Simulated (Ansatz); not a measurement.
ScCl:
```yaml
crystal:
  lattice:
    - [1.75591, 1.01378, 8.82098]
    - [-1.75591, 1.01378, 8.82098]
    - [0.00000, -2.02755, 8.82098]
  atoms:
    - { symbol: Cl, position: [0.39227, 0.39227, 0.39227] }
    - { symbol: Cl, position: [0.60773, 0.60773, 0.60773] }
    - { symbol: Sc, position: [0.21477, 0.21477, 0.21477] }
    - { symbol: Sc, position: [0.78523, 0.78523, 0.78523] }
```

Relaxed with r²SCAN+D4.

Map the valence electron density (e/Å³), cut off at 0.9 on the plane through (0.392, 0.392, 0.392) spanned by u = [1, 0, 0] and v = [-1, 1, 1] in lattice vectors, from plane-wave PAW r²SCAN+D4 (Ansatz code).

x is the fraction of u, y of v (the angle between them is 38°; rows are the nearest grid lines); atoms in the plane: Cl at (0.00, 0.00), Cl at (0.43, 0.22), Sc at (0.65, 0.82), Sc at (0.79, 0.39).
```
|0699842100011111111233322210000001389960|
|9999996311011111112499952110000000013899|
|9999999421111111111499998310000000001379|
|2489999742111111111199999994100000000012|
|0012344432111011111129999999941000000000|
|0000001111110000111111399999998210000000|
|0000000000000000011111128999999410000000|
|0000000000000000000111111249999831000000|
|0000000000000000000011111111223321100000|
|0000000000000000000001111111111111100000|
|0000000000000000000001122221111111110000|
|0000000000000000000000126999631111111100|
|1000000000000000000000014999999621111111|
|1110001112221100000000001399999999211111|
|1111001123333211000000000149999999821111|
|1111111123699996310000000001599999994111|
|1111111112489999996200000000014999999411|
|1111111001238999499931000000011124798521|
|1111111000124999507973100000011222333321|
|1100111100001259999899520000012355543211|
|3110000111000012489999952100001369999963|
|9842100001110000123599974210000138999999|
|9994210000111100011257764210000025999999|
|0699842100011111111233322210000001389960|
```
Scale: ten equal steps from 0.000 (start of '0') to 0.900 (end of '9'), in the order '0123456789'; x runs from 0.000 to 1.00, y from 0.000 (bottom) to 1.00 (top).

The density is the valence pseudo-density with augmentation charge, so density and ELF within about 1 Å of a nucleus are not all-electron values.

Space group R-3m. The workflow started from an entry of the Crystallography Open Database (COD). Whether it is the stable phase at ambient conditions was not checked. The r²SCAN+D4 relaxation kept the symmetry of its start; its stability against distortions is not shown here. No spin polarisation was allowed.

Potentials: the later of the program's two PAW sets.
